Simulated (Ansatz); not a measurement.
## MgZn2: reading a single point

```xyz
12
Lattice="2.5667 4.4457 0.0000 -2.5667 4.4457 0.0000 0.0000 0.0000 8.4528" Properties=species:S:1:pos:R:3 pbc="T T T"
Mg    0.0000    2.9638    0.5647
Mg    0.0000    5.9276    4.7911
Mg    0.0000    2.9638    3.6617
Mg    0.0000    5.9276    7.8880
Zn    0.0000    0.0000    0.0000
Zn    0.0000    0.0000    4.2264
Zn   -1.2586    5.2010    2.1132
Zn    0.0000    1.5105    6.3396
Zn    1.2586    5.2010    2.1132
Zn    1.2586    3.6905    6.3396
Zn    0.0000    7.3809    2.1132
Zn   -1.2586    3.6905    6.3396
```

Single point in Ansatz 0.2.0 with r2SCAN, no spin polarisation. Cutoff 500 eV, PAW datasets, 8×8×4 Γ-centred k mesh, fermi-dirac filling (width 0.1 eV).

Question: Which atom feels the largest force, and which way?

Answer: The largest is on Mg2 (and as large on other atoms): 0.14 eV/Å, components (0.00, 0.00, -0.14). It makes 121° with the line to a nearest neighbour, Zn10 at 3.00 Å.

Question: Which element gives electrons and which takes them?

Answer: Bader charges in e: Mg +1.56, Zn -0.87 to -0.75. In the mean Mg gives up most and Zn takes most.

Question: Metal or insulator?

Answer: It is a metal, with about 2.3 states/eV a cell as the mean within 0.25 eV of the Fermi level.

Question: What do density and ELF say about some of the short contacts?

Answer: Zn–Zn at 2.52 Å: least valence density 0.30 e/Å³ and ELF 0.34 there. Mg–Zn at 3.00 Å: least valence density 0.12 e/Å³ and ELF 0.13 there. Mg–Mg at 3.10 Å: least valence density 0.09 e/Å³ and ELF 0.33 there. These are pseudo-fields; inside the PAW spheres they differ from the all-electron ones.

Origin: a database entry at a rescaled volume.
